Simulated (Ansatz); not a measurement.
## 123Sb NMR of the central transition in Sb₂Pt

Cell: a COD entry.

Space group Pa-3 (No. 205); a = 6.4410 Å.

| site | Wyckoff | site symmetry | x | y | z |
| --- | --- | --- | --- | --- | --- |
| Sb | 8c | .3. | 0.3800 | 0.3800 | 0.3800 |
| Pt | 4a | .-3. | 0.0000 | 0.0000 | 0.0000 |

One atom of each set is listed.

Level of theory: DFT, PBE, plane waves and PAW, scalar-relativistic, 420 eV cutoff, Γ-centred 5×5×5 k-points, Fermi–Dirac smearing 0.05 eV (Ansatz 0.2.0).

123Sb has I = 7/2 and Q = -692.0 mb (Pyykkö 2018); at 11.7 T its Larmor frequency is ν₀ = 65.0 MHz (from the bare nuclear moment; shielding lowers the observed one by a per cent or two). Only the quadrupole interaction is simulated: positions count from each site's isotropic chemical shift, and shift anisotropy, dipolar and J coupling are left out.

Simulated pattern of one Sb site (static powder, Gaussian broadening 20 kHz):

| offset (kHz) | height |
| --- | --- |
| -533.6 | 0 |
| -506.1 | 13 |
| -478.5 | 100 |
| -451.0 | 61 |
| -423.4 | 45 |
| -395.8 | 37 |
| -368.3 | 33 |
| -340.7 | 30 |
| -313.1 | 28 |
| -285.6 | 27 |
| -258.0 | 26 |
| -230.5 | 25 |
| -202.9 | 24 |
| -175.3 | 24 |
| -147.8 | 23 |
| -120.2 | 23 |
| -92.7 | 23 |
| -65.1 | 23 |
| -37.5 | 22 |
| -10.0 | 22 |
| 17.6 | 18 |
| 45.1 | 18 |
| 72.7 | 19 |
| 100.3 | 20 |
| 127.8 | 22 |
| 155.4 | 23 |
| 182.9 | 27 |
| 210.5 | 31 |
| 238.1 | 43 |
| 265.6 | 71 |
| 293.2 | 9 |
| 320.7 | 0 |

**Question.** Which |C_Q| and η does the pattern imply?

**Answer.** The pattern spans 760 kHz before broadening and its centre of gravity is at -146 kHz, which fixes P_Q; the places of the horns and steps fix η. That gives P_Q = 61.0 MHz, |C_Q| = 61.0 MHz and η = 0.00. The sign of C_Q can't be read from the pattern.

An axis of threefold or higher order runs through Sb, so V_zz lies along it and η is zero.

At this cell the PBE pressure is 7 GPa, so with PBE the cell would grow if it were relaxed. The largest force is 1.2 eV/Å, so the atoms aren't at the calculated equilibrium and relaxing them would move these values. Without spin–orbit coupling the gradients at and beside Pt can be off by some per cent, at some sites by more. With a gap of 0.19 eV under a smearing of 0.05 eV the band edges are partly filled, so small gradients can hang on the smearing and the k-mesh. With these PAW files V_zz is typically within 2 to 3 % of all-electron values, but misses above 10 % occur on Sb.
